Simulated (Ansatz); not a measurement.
## Map of one atom of the cell for HfN (rock salt)

HfN (rock salt)

```
HfN
1.0
    0.00000     4.54802     4.54802
    2.27401     0.00000     2.27401
    2.27401     2.27401     0.00000
N Hf
2 2
Direct
  0.00000   0.00000   0.00000
  0.50000   0.00000   0.00000
  0.25000   0.50000   0.50000
  0.75000   0.50000   0.50000
```

In this cell atom 3 (Hf, nearest neighbour N at 2.274 Å; its periodic images, 3.2 Å or more away, move with it) is moved by u·(0.707, 0.707, 0.000) + v·(0.000, 0.000, 1.000); the rest is frozen.

Computed with PBE (plane waves to 420 eV, PAW, scalar-relativistic; Ansatz, a first-principles code). k mesh 7×14×14 (Γ-centred), Fermi-Dirac smearing 0.05 eV. The energy includes the smearing's −TS. Stress and pressure are positive under compression. With partly filled bands, energies and forces of such displacements shift with the k mesh and the smearing. HfN is run without spin polarisation. HfN was relaxed with its symmetry unable to fall. Spin-orbit coupling is left out, though Hf is heavy. The PAW data are Ansatz's earlier set. ΔE is measured from the undisplaced structure. Axes are in Å.

ΔE (meV/cell), with u across and v down:

```tsv
v \ u	-0.340	-0.227	-0.113	0.000	0.113	0.227	0.340
-0.340	1259	981	817	762	817	981	1259
-0.227	839	537	358	298	358	537	839
-0.113	632	317	131	69	131	317	632
0.000	569	251	63	0	63	251	569
0.113	632	317	131	69	131	317	632
0.227	839	537	358	298	358	537	839
0.340	1259	981	817	762	817	981	1259
```

P (GPa), with u across and v down:

```tsv
v \ u	-0.340	-0.227	-0.113	0.000	0.113	0.227	0.340
-0.340	15.4	11.9	9.8	9.2	9.8	11.9	15.4
-0.227	10.7	6.9	4.6	3.9	4.6	6.9	10.7
-0.113	8.2	4.2	1.8	0.9	1.8	4.2	8.2
0.000	7.4	3.3	0.8	0.0	0.8	3.3	7.4
0.113	8.2	4.2	1.8	0.9	1.8	4.2	8.2
0.227	10.7	6.9	4.6	3.9	4.6	6.9	10.7
0.340	15.4	11.9	9.8	9.2	9.8	11.9	15.4
```

Key numbers:

- Principal force constants in the plane (five-point differences of the forces) = 9.8 and 10.4 eV/Å²
- Centre of the map = a minimum
- Lowest place on the grid = u = 0.000 Å, v = 0.000 Å (0 meV/cell)
- Highest place on the grid, met at several equal points = u = -0.340 Å, v = -0.340 Å; u = 0.340 Å, v = -0.340 Å; u = -0.340 Å, v = 0.340 Å; u = 0.340 Å, v = 0.340 Å (1259 meV/cell)

The 49 points together took roughly 100 core-minutes.

(A displaced cell: forces are minus the slopes of the energy, force constants its curvatures, and phonons follow from these.)
